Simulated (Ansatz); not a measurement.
Relaxation of a randomly generated symmetric cell of Al2Cu (space group No. 118); 6 atoms in the cell, which starts as P-4n2 (No. 118), tP6; a = 3.973 Å, b = 3.973 Å, c = 6.328 Å, α = 90.00°, β = 90.00°, γ = 90.00°. Method: PBE (plane waves to 420 eV, PAW, scalar-relativistic; Ansatz, an electronic-structure program). Γ-centred k-mesh 8×8×5 on the run's cell (coarser than for final values), Fermi–Dirac smearing 0.05 eV. This is the first round of the run. 

The optimiser's lines from the output (shortened; P is positive under compression):

```
relax step   1: F+E_penalty+E_count = -15395.36660934 eV  Δ(F+E_penalty+E_count) = +0.000e0 eV  max|allowed force component| = 1.820e-1 eV/Å  Δτ_max = 0.0000 Å  P = +23.369 GPa  Ω = 99.883 Å³  (9 SCF iters, dr2 threshold 1.00e-7 eV, accepted)
relax step   2: F+E_penalty+E_count = -15396.58037867 eV  Δ(F+E_penalty+E_count) = -1.214e0 eV  max|allowed force component| = 1.175e-1 eV/Å  Δτ_max = 0.0144 Å  P = +11.617 GPa  Ω = 109.316 Å³  (8 SCF iters, dr2 threshold 6.00e-7 eV, accepted)
relax step   3: F+E_penalty+E_count = -15397.14436758 eV  Δ(F+E_penalty+E_count) = -5.640e-1 eV  max|allowed force component| = 8.122e-2 eV/Å  Δτ_max = 0.0175 Å  P = +5.123 GPa  Ω = 116.040 Å³  (8 SCF iters, dr2 threshold 6.00e-7 eV, accepted)
relax step   4: F+E_penalty+E_count = -15397.40798217 eV  Δ(F+E_penalty+E_count) = -2.636e-1 eV  max|allowed force component| = 4.428e-2 eV/Å  Δτ_max = 0.0228 Å  P = +1.451 GPa  Ω = 119.862 Å³  (7 SCF iters, dr2 threshold 6.00e-7 eV, accepted)
relax step   5: F+E_penalty+E_count = -15397.51035066 eV  Δ(F+E_penalty+E_count) = -1.024e-1 eV  max|allowed force component| = 8.215e-3 eV/Å  Δτ_max = 0.0174 Å  P = +1.346 GPa  Ω = 116.880 Å³  (7 SCF iters, dr2 threshold 6.00e-7 eV, accepted)
relax step   6: F+E_penalty+E_count = -15397.51880316 eV  Δ(F+E_penalty+E_count) = -8.452e-3 eV  max|allowed force component| = 5.424e-3 eV/Å  Δτ_max = 0.0036 Å  P = +0.301 GPa  Ω = 118.752 Å³  (7 SCF iters, dr2 threshold 6.00e-7 eV, accepted)
relax step   7: F+E_penalty+E_count = -15397.51926401 eV  Δ(F+E_penalty+E_count) = -4.608e-4 eV  max|allowed force component| = 2.370e-4 eV/Å  Δτ_max = 0.0015 Å  P = -0.001 GPa  Ω = 119.219 Å³  (5 SCF iters, dr2 threshold 6.00e-7 eV, accepted)
relax step   8: F+E_penalty+E_count = -15397.59250489 eV  Δ(F+E_penalty+E_count) = -7.324e-2 eV  max|allowed force component| = 1.895e-4 eV/Å  Δτ_max = 0.0000 Å  P = +0.842 GPa  Ω = 119.219 Å³  stress off target by 2.15e0 GPa  SCF on the basis re-selected at this cell (its energy is not comparable with the rows above)  (11 SCF iters)
relax step   9: F+E_penalty+E_count = -15397.60818202 eV  Δ(F+E_penalty+E_count) = -1.568e-2 eV  max|allowed force component| = 6.800e-5 eV/Å  Δτ_max = 0.0001 Å  P = +0.219 GPa  Ω = 119.992 Å³  (6 SCF iters, dr2 threshold 6.00e-7 eV, accepted)
relax step  10: F+E_penalty+E_count = -15397.61265666 eV  Δ(F+E_penalty+E_count) = -4.475e-3 eV  max|allowed force component| = 1.731e-3 eV/Å  Δτ_max = 0.0004 Å  P = +0.031 GPa  Ω = 119.998 Å³  (6 SCF iters, dr2 threshold 6.00e-7 eV, accepted)
relax step  11: F+E_penalty+E_count = -15397.61279608 eV  Δ(F+E_penalty+E_count) = -1.394e-4 eV  max|allowed force component| = 2.068e-5 eV/Å  Δτ_max = 0.0004 Å  P = -0.001 GPa  Ω = 119.971 Å³  (6 SCF iters, dr2 threshold 4.94e-8 eV, accepted)
relax step  12: F+E_penalty+E_count = -15397.61280103 eV  Δ(F+E_penalty+E_count) = -4.956e-6 eV  max|allowed force component| = 1.243e-4 eV/Å  Δτ_max = 0.0000 Å  P = -0.000 GPa  Ω = 119.987 Å³  (6 SCF iters, dr2 threshold 1.81e-9 eV, accepted)
relax step  13: F+E_penalty+E_count = -15397.61311325 eV  Δ(F+E_penalty+E_count) = -3.122e-4 eV  max|allowed force component| = 1.242e-4 eV/Å  Δτ_max = 0.0000 Å  P = -0.001 GPa  Ω = 119.987 Å³  stress off target by 6.40e-3 GPa  SCF on the basis re-selected at this cell (its energy is not comparable with the rows above)  (9 SCF iters)
```

From the first to the last row the energy changes by -0.37 eV/atom and the volume by +20.1 %. The last row is marked as not comparable with the walk above it, whose basis was carried along; it does compare with step 1, since both stand on a basis selected at the nominal cutoff for their own cell.

Energy and pressure jump between steps 7 and 8 at one geometry, where the plane-wave basis was selected anew. While the cell walks, the set of plane waves is carried along, so its effective cutoff drifts with the strain; re-selecting it at 420 eV moved the energy by -0.012 eV/atom and the pressure by 0.8 GPa. Only step 1 and rows on a re-selected basis compare with each other.

Later rounds, restarted from the end of this one on a renewed k-mesh, logged 9 more steps and released under 0.01 eV/atom more. The final structure after all rounds: P4₂/nnm, origin choice 1 (No. 134), tP6; a = b = 3.916 Å, c = 7.837 Å, α = β = γ = 90.00°. Between re-selections the logged energies stand on a plane-wave basis carried along with the cell. No spin polarisation in the result.

The run could not lose the symmetry of its start: the end is stationary, and may be a saddle point rather than a minimum.

The relaxed structure here is a generated cell of Al2Cu: the first start was made by a random draw of sites in a space group, and the end was not matched to a known phase here, so it may be hypothetical. Known forms of Al2Cu include space group No. 140.
